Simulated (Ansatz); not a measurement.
Starting cell, SiC (zinc blende):

```yaml
crystal:
  lattice:
    - [0.00000, 4.35634, 4.35634]
    - [2.17817, 0.00000, 2.17817]
    - [2.17817, 2.17817, 0.00000]
  atoms:
    - { symbol: C, position: [0.37500, 0.75000, 0.75000] }
    - { symbol: C, position: [0.87500, 0.75000, 0.75000] }
    - { symbol: Si, position: [0.00000, 0.00000, 0.00000] }
    - { symbol: Si, position: [0.50000, 0.00000, 0.00000] }
```

The atoms are displaced by Q × the pattern below (from a DFPT mode at L = (0.5, 0.0, 0.0), largest move 1; Q in Å), at fixed cell. It is one choice among 2 degenerate patterns. (q is in reciprocal vectors of the primitive cell; the cell shown is doubled to hold the pattern.)

```csv
atom,x,y,z
C1,-0.285,0.520,-0.805
C2,0.285,-0.520,0.805
Si3,-0.108,0.196,-0.304
Si4,0.108,-0.196,0.304
```

Calculation: r2SCAN (plane waves to 500 eV, PAW, scalar-relativistic; Ansatz, a program for electronic structure). k mesh 13×13×13 (Γ-centred), Fermi-Dirac smearing 0.05 eV. Energies are smeared free energies. SiC was relaxed with its symmetry unable to fall. The zero of ΔE is the undisplaced structure.

**Question.** Give the computed ΔE (meV/cell) and −dE/dQ from forces (eV/Å) at Q (Å) = -0.180, -0.150, -0.120, -0.090, -0.030, 0.030, 0.090, 0.120.

**Answer.** 
```json
[
 {"Q (Å)": "-0.180", "ΔE (meV/cell)": "1165", "−dE/dQ from forces (eV/Å)": "13.354"},
 {"Q (Å)": "-0.150", "ΔE (meV/cell)": "802", "−dE/dQ from forces (eV/Å)": "10.918"},
 {"Q (Å)": "-0.120", "ΔE (meV/cell)": "509", "−dE/dQ from forces (eV/Å)": "8.601"},
 {"Q (Å)": "-0.090", "ΔE (meV/cell)": "285", "−dE/dQ from forces (eV/Å)": "6.375"},
 {"Q (Å)": "-0.030", "ΔE (meV/cell)": "31", "−dE/dQ from forces (eV/Å)": "2.097"},
 {"Q (Å)": "0.030", "ΔE (meV/cell)": "31", "−dE/dQ from forces (eV/Å)": "-2.097"},
 {"Q (Å)": "0.090", "ΔE (meV/cell)": "285", "−dE/dQ from forces (eV/Å)": "-6.375"},
 {"Q (Å)": "0.120", "ΔE (meV/cell)": "509", "−dE/dQ from forces (eV/Å)": "-8.601"}
]
```

(A displaced cell: forces are minus the slopes of the energy, force constants its curvatures, and phonons follow from these.)
